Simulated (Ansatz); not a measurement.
An element in the diamond structure gives these cold pressures by all-electron LAPW under PBEsol (Ansatz 0.2.0, scalar-relativistic, no spin polarisation).

```csv
V (Å³/atom),P (GPa)
20.87,0.03
19.83,12.03
17.74,49.6
15.65,117.9
13.57,245.0
11.48,492.4
9.39,1013
8.35,1494
```

Which element is it?

Ir. Its zero-pressure volume in this structure is near 20.9 Å³/atom; the volume and the steepness of P(V) together point to it, though neighbours can come close. Neighbours weren't tried against these numbers.
